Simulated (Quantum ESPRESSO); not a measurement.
## Ru4Pd2TaSc (finding a planted mistake in a log)

Simulated, not a measurement. The program is pw.x of Quantum ESPRESSO 7.5 (plane-wave density functional theory). The cell is made up: eight metal atoms on a hexagonal close-packed lattice, with elements, volume, strain and displacements drawn at random and not relaxed, so it may be unstable or far from any real phase. PseudoDojo standard norm-conserving files set the functional (PBE unless stated); there is no spin polarisation or spin-orbit coupling, the Fermi-Dirac width of 0.25 eV means electrons at about 2900 K, and the masses in the input are unused placeholders. Heavy elements are run without spin-orbit coupling, which real alloys of them have. A spin test at this wide smearing found no moment, but such smearing suppresses magnetism that the real alloy may have.

Intended input:

```
&control calculation='scf', pseudo_dir='./dojo.nc.sr.pbe.v0_5.standard.upf', outdir='./o', disk_io='minimal', tprnfor=.true., tstress=.true. /
&system ibrav=0, nat=8, ntyp=4, nbnd=80, ecutwfc=84.00895049, nosym=.true., tot_charge=0,
 occupations='smearing', smearing='fd', degauss=0.0183746611
/
&electrons conv_thr=1.470e-08, electron_maxstep=70, mixing_beta=0.5 /
ATOMIC_SPECIES
Pd 1.0 Pd.upf
Ru 1.0 Ru.upf
Sc 1.0 Sc.upf
Ta 1.0 Ta.upf
CELL_PARAMETERS angstrom
2.9314 0.0 0.0
1.4657 -2.5387 -4.6519
1.4657 7.616 -4.6519
ATOMIC_POSITIONS angstrom
Ru 0.011 -0.0392 0.0271
Pd 1.4786 2.5499 -4.6622
Ta 1.4516 -0.8443 -2.3366
Pd 2.9265 1.6918 -6.9947
Ru 2.8954 5.0397 -4.6583
Sc 2.9281 0.0547 -4.6652
Ru 2.9248 1.6962 -2.3431
Ru 4.3884 4.2225 -7.031
K_POINTS automatic
8 5 3 1 1 1
```

The log is shortened where brackets say so; the opening notice, blank lines, dates and the lines on written files are dropped, and the path of the files is cut. It prints rydbergs, bohrs and kilobars, and counts compression as positive stress. Its total energy is the free energy E - TS of the whole cell.

Log of the intended run:

```
     Program PWSCF v.7.5
     Parallel version (MPI & OpenMP), running on       4 processor cores
     Number of MPI processes:                 4
     Threads/MPI process:                     1
     [start-up lines left out]
     bravais-lattice index     =            0
     lattice parameter (alat)  =       5.5395  a.u.
     unit-cell volume          =     934.4782 (a.u.)^3
     number of atoms/cell      =            8
     number of atomic types    =            4
     number of electrons       =       124.00
     number of Kohn-Sham states=           80
     kinetic-energy cutoff     =      84.0090  Ry
     charge density cutoff     =     336.0358  Ry
     scf convergence threshold =      1.5E-08
     mixing beta               =       0.5000
     number of iterations used =            8  plain     mixing
     Exchange-correlation= PBE
                           (   1   4   3   4   0   0   0)
     [axes and pseudopotential details left out]
   Cartesian axes
     site n.     atom                  positions (alat units)
         1        Ru     tau(   1) = (   0.0037525  -0.0133725   0.0092447  )
         2        Pd     tau(   2) = (   0.5044006   0.8698574  -1.5904346  )
         3        Ta     tau(   3) = (   0.4951900  -0.2880194  -0.7970935  )
         4        Pd     tau(   4) = (   0.9983284   0.5771304  -2.3861295  )
         5        Ru     tau(   5) = (   0.9877192   1.7192127  -1.5891042  )
         6        Sc     tau(   6) = (   0.9988743   0.0186600  -1.5914580  )
         7        Ru     tau(   7) = (   0.9977485   0.5786314  -0.7993109  )
         8        Ru     tau(   8) = (   1.4970321   1.4404380  -2.3985127  )
     number of k points=    60  Fermi-Dirac smearing, width (Ry)=  0.0184
                       cart. coord. in units 2pi/alat
        k(    1) = (   0.0625000   0.0192449  -0.0538255), wk =   0.0333333
        k(    2) = (   0.0625000  -0.1732045   0.0512007), wk =   0.0333333
     [further k points left out]
     Dense  grid:    97117 G-vectors     FFT dimensions: (  36,  64, 100)
     Estimated max dynamical RAM per process >     406.54 MB
     Estimated total dynamical RAM >       1.52 GB
     Initial potential from superposition of free atoms
     starting charge     123.9930, renormalised to     124.0000
     Starting wfcs are   78 randomized atomic wfcs +    2 random wfcs
     total cpu time spent up to now is        5.9 secs
     per-process dynamical memory:   324.9 Mb
     Self-consistent Calculation
     iteration #  1     ecut=    84.01 Ry     beta= 0.50
     Davidson diagonalization with overlap
     ethr =  1.00E-02,  avg # of iterations =  3.0
     total cpu time spent up to now is       21.9 secs
     total energy              =   -1553.30638877 Ry
     estimated scf accuracy    <      35.50457981 Ry
     iteration #  2     ecut=    84.01 Ry     beta= 0.50
     Davidson diagonalization with overlap
     ethr =  1.00E-02,  avg # of iterations =  5.8
     total cpu time spent up to now is       46.4 secs
     total energy              =   -1556.88827402 Ry
     estimated scf accuracy    <     419.00589060 Ry
     [iterations 3 to 25 left out]
     iteration # 26     ecut=    84.01 Ry     beta= 0.50
     Davidson diagonalization with overlap
     ethr =  2.61E-11,  avg # of iterations =  1.0
     total cpu time spent up to now is      367.3 secs
     total energy              =   -1577.62002027 Ry
     estimated scf accuracy    <       0.00000001 Ry
     iteration # 27     ecut=    84.01 Ry     beta= 0.50
     Davidson diagonalization with overlap
     ethr =  1.19E-11,  avg # of iterations =  1.0
     total cpu time spent up to now is      379.4 secs
     End of self-consistent calculation
     [lines on levels left out]
!    total energy              =   -1577.62002027 Ry
     estimated scf accuracy    <          7.9E-10 Ry
     smearing contrib. (-TS)   =      -0.15138791 Ry
     internal energy E=F+TS    =   -1577.46863236 Ry
     The total energy is F=E-TS. E is the sum of the following terms:
     one-electron contribution =    -490.23761783 Ry
     hartree contribution      =     311.23187064 Ry
     xc contribution           =    -266.23020013 Ry
     ewald contribution        =   -1132.23268503 Ry
     convergence has been achieved in  27 iterations
     Forces acting on atoms (cartesian axes, Ry/au):
     atom    1 type  2   force =    -0.00361913   -0.01563705    0.01267794
     atom    2 type  1   force =    -0.00274070    0.01460067    0.00713464
     atom    3 type  4   force =     0.00081012   -0.03706393    0.10047645
     atom    4 type  1   force =    -0.00111083    0.00748057   -0.01155830
     atom    5 type  2   force =     0.00581064    0.03876422   -0.02987481
     atom    6 type  3   force =    -0.00048146    0.00564258   -0.06180677
     atom    7 type  2   force =     0.00142228   -0.03308529   -0.01255446
     atom    8 type  2   force =    -0.00009094    0.01929822   -0.00449469
     Total force =     0.142403     Total SCF correction =     0.000184
     Computing stress (Cartesian axis) and pressure
          total   stress  (Ry/bohr**3)                   (kbar)     P=     -174.90
  -0.00103645  -0.00000615   0.00000430         -152.47       -0.91        0.63
  -0.00000615  -0.00144326  -0.00016791           -0.91     -212.31      -24.70
   0.00000430  -0.00016791  -0.00108705            0.63      -24.70     -159.91
     init_run     :      5.53s CPU      5.80s WALL (       1 calls)
     electrons    :    363.70s CPU    373.46s WALL (       1 calls)
     forces       :      2.14s CPU      2.15s WALL (       1 calls)
     stress       :      7.57s CPU      7.68s WALL (       1 calls)
     [timing details left out]
     PWSCF        :   6m19.05s CPU   6m29.29s WALL
     JOB DONE.
```

A second run was made from an input with one planted mistake. Its log:

```
     Program PWSCF v.7.5
     Parallel version (MPI & OpenMP), running on       4 processor cores
     Number of MPI processes:                 4
     Threads/MPI process:                     1
     [start-up lines left out]
     bravais-lattice index     =            0
     lattice parameter (alat)  =       5.5395  a.u.
     unit-cell volume          =     934.4782 (a.u.)^3
     number of atoms/cell      =            8
     number of atomic types    =            4
     number of electrons       =       124.00
     number of Kohn-Sham states=           80
     kinetic-energy cutoff     =      84.0090  Ry
     charge density cutoff     =     336.0358  Ry
     scf convergence threshold =      1.5E-08
     mixing beta               =       0.5000
     number of iterations used =            8  plain     mixing
     Exchange-correlation= PBE
                           (   1   4   3   4   0   0   0)
     [axes and pseudopotential details left out]
   Cartesian axes
     site n.     atom                  positions (alat units)
         1        Ru     tau(   1) = (   0.0037525  -0.0133725   0.0092447  )
         2        Pd     tau(   2) = (   0.5044006   0.8698574  -1.5904346  )
         3        Pd     tau(   3) = (   0.4951900  -0.2880194  -0.7970935  )
         4        Ta     tau(   4) = (   0.9983284   0.5771304  -2.3861295  )
         5        Ru     tau(   5) = (   0.9877192   1.7192127  -1.5891042  )
         6        Sc     tau(   6) = (   0.9988743   0.0186600  -1.5914580  )
         7        Ru     tau(   7) = (   0.9977485   0.5786314  -0.7993109  )
         8        Ru     tau(   8) = (   1.4970321   1.4404380  -2.3985127  )
     number of k points=    60  Fermi-Dirac smearing, width (Ry)=  0.0184
                       cart. coord. in units 2pi/alat
        k(    1) = (   0.0625000   0.0192449  -0.0538255), wk =   0.0333333
        k(    2) = (   0.0625000  -0.1732045   0.0512007), wk =   0.0333333
     [further k points left out]
     Dense  grid:    97117 G-vectors     FFT dimensions: (  36,  64, 100)
     Estimated max dynamical RAM per process >     406.54 MB
     Estimated total dynamical RAM >       1.52 GB
     Initial potential from superposition of free atoms
     starting charge     123.9930, renormalised to     124.0000
     Starting wfcs are   78 randomized atomic wfcs +    2 random wfcs
     total cpu time spent up to now is        6.0 secs
     per-process dynamical memory:   324.9 Mb
     Self-consistent Calculation
     iteration #  1     ecut=    84.01 Ry     beta= 0.50
     Davidson diagonalization with overlap
     ethr =  1.00E-02,  avg # of iterations =  3.0
     total cpu time spent up to now is       21.8 secs
     total energy              =   -1567.08532167 Ry
     estimated scf accuracy    <      16.62559012 Ry
     iteration #  2     ecut=    84.01 Ry     beta= 0.50
     Davidson diagonalization with overlap
     ethr =  1.00E-02,  avg # of iterations =  3.0
     total cpu time spent up to now is       39.4 secs
     total energy              =   -1568.69116160 Ry
     estimated scf accuracy    <     102.99985952 Ry
     [iterations 3 to 20 left out]
     iteration # 21     ecut=    84.01 Ry     beta= 0.50
     Davidson diagonalization with overlap
     ethr =  1.85E-10,  avg # of iterations =  2.0
     total cpu time spent up to now is      295.4 secs
     total energy              =   -1577.64268204 Ry
     estimated scf accuracy    <       0.00000005 Ry
     iteration # 22     ecut=    84.01 Ry     beta= 0.50
     Davidson diagonalization with overlap
     ethr =  3.77E-11,  avg # of iterations =  1.2
     total cpu time spent up to now is      307.9 secs
     End of self-consistent calculation
     [lines on levels left out]
!    total energy              =   -1577.64268204 Ry
     estimated scf accuracy    <       0.00000001 Ry
     smearing contrib. (-TS)   =      -0.14466173 Ry
     internal energy E=F+TS    =   -1577.49802031 Ry
     The total energy is F=E-TS. E is the sum of the following terms:
     one-electron contribution =    -470.34898667 Ry
     hartree contribution      =     301.09727778 Ry
     xc contribution           =    -266.19014783 Ry
     ewald contribution        =   -1142.05616359 Ry
     convergence has been achieved in  22 iterations
     Forces acting on atoms (cartesian axes, Ry/au):
     atom    1 type  2   force =    -0.00334382   -0.03126823    0.00868868
     atom    2 type  1   force =    -0.00332559    0.01145264   -0.00820706
     atom    3 type  1   force =     0.00119442   -0.00215465    0.00793610
     atom    4 type  4   force =     0.00140052    0.03594099   -0.07449543
     atom    5 type  2   force =     0.00342718    0.03025720    0.01502920
     atom    6 type  3   force =     0.00014076   -0.04872121    0.03273271
     atom    7 type  2   force =     0.00077782    0.01317144    0.03052090
     atom    8 type  2   force =    -0.00027129   -0.00867820   -0.01220511
     Total force =     0.118805     Total SCF correction =     0.000441
     Computing stress (Cartesian axis) and pressure
          total   stress  (Ry/bohr**3)                   (kbar)     P=     -182.42
  -0.00120739  -0.00000328   0.00000547         -177.61       -0.48        0.80
  -0.00000328  -0.00131838  -0.00005948           -0.48     -193.94       -8.75
   0.00000547  -0.00005948  -0.00119438            0.80       -8.75     -175.70
     init_run     :      5.40s CPU      5.66s WALL (       1 calls)
     electrons    :    294.38s CPU    301.97s WALL (       1 calls)
     forces       :      2.12s CPU      2.12s WALL (       1 calls)
     stress       :      7.55s CPU      7.55s WALL (       1 calls)
     [timing details left out]
     PWSCF        :   5m 9.76s CPU   5m17.69s WALL
     JOB DONE.
```

Question: the log repeats what the program read. Compare it with the intended run: what was wrong in the second input?

Answer: two atoms have their elements exchanged. The input lines that differ:

```
- Ta 1.4516 -0.8443 -2.3366
- Pd 2.9265 1.6918 -6.9947
+ Pd 1.4516 -0.8443 -2.3366
+ Ta 2.9265 1.6918 -6.9947
```

|  | intended run | run with the mistake |
| --- | --- | --- |
| free energy (eV) | -21464.614 | -21464.922 |
| entropy term -TS, part of it (eV) | -2.060 | -1.968 |
| pressure (GPa) | -17.49 | -18.24 |
| size of the largest force component (eV/Å) | 2.583 | 1.915 |
| largest change of a force component (eV/Å) |  | 2.431 |
| iterations | 27 | 22 |

For scale, a rerun of the intended cell at a higher cutoff and on a denser mesh moved values by no more than 0.005 eV in energy, 0.06 GPa in stress and 0.007 eV/Å in force, and a second program with other atomic files agreed on that cell to 2 % rms in force and 0.5 GPa in pressure.